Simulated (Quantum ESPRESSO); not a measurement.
# Ge7As: a curve over one atom's position

Simulated, not a measurement. The program is pw.x of Quantum ESPRESSO 7.5 (plane-wave density functional theory). The cell is made up: 8 atoms on a zincblende/diamond lattice, with randomly drawn elements, strain and displacements, not relaxed. PseudoDojo standard norm-conserving files (v0.5 for PBE, v0.4.1 for LDA and PBEsol) set the functional; there is no spin polarisation, spin-orbit coupling or dispersion term, and the masses in the input are unused placeholders. A spin-polarised start on this cell or one of its family kept no moment.

Seven runs move atom 7 (Ge, counted in the order of the input) along z and keep all else fixed.

Input of the run at -0.0004:

```
&control calculation='scf', pseudo_dir='./dojo.nc.sr.pbe.v0_5.standard.upf', outdir='./o', disk_io='medium', tprnfor=.true., tstress=.true. /
&system ibrav=0, nat=8, ntyp=2, nbnd=67, ecutwfc=84.00895049, nosym=.true., tot_charge=0,
 occupations='smearing', smearing='fd', degauss=0.0073498644
/
&electrons conv_thr=7.350e-09, electron_maxstep=60, /
ATOMIC_SPECIES
As 1.0 As.upf
Ge 1.0 Ge.upf
CELL_PARAMETERS angstrom
5.5367 0.0192 0.0738
0.0192 5.6944 0.0016
0.0738 0.0016 5.5659
ATOMIC_POSITIONS angstrom
Ge -0.0412 -0.0424 0.0284
Ge -0.0041 2.8298 2.8752
Ge 2.7278 -0.1889 2.9677
Ge 2.6643 2.742 0.0415
Ge 1.4095 1.4009 1.4869
Ge 1.3519 4.2821 4.2043
Ge 4.0637 1.3736 4.1382
As 4.2035 4.1864 1.4187
K_POINTS automatic
6 6 6 1 1 1
```

| shift of atom 7 along z (Å) | free energy less that of the input shown (eV) | Fx on atom 7 (eV/Å) | Fy on atom 7 (eV/Å) | Fz on atom 7 (eV/Å) | pressure (GPa) | iterations |
| --- | --- | --- | --- | --- | --- | --- |
| -0.0777 | 0.1103 | 0.623 | -0.113 | 1.812 | 8.81 | 10 |
| -0.0668 | 0.0912 | 0.637 | -0.136 | 1.706 | 8.79 | 10 |
| -0.0109 | 0.0114 | 0.708 | -0.253 | 1.142 | 8.73 | 10 |
| -0.0004 | 0.0000 | 0.723 | -0.276 | 1.032 | 8.72 | 10 |
| +0.0116 | -0.0116 | 0.739 | -0.302 | 0.907 | 8.72 | 10 |
| +0.0693 | -0.0462 | 0.823 | -0.434 | 0.288 | 8.72 | 10 |
| +0.0778 | -0.0483 | 0.836 | -0.454 | 0.196 | 8.73 | 10 |

A cubic fit gives dFz/dz = -10.44 eV/Å² at zero shift. Across the table the free energy follows the integral of the force to within 0.1 meV. A rerun of one of the cells at 1437 eV and a 8 x 8 x 8 mesh moved values by no more than 0.007 eV in energy, 0.05 GPa in stress and 0.015 eV/Å in force.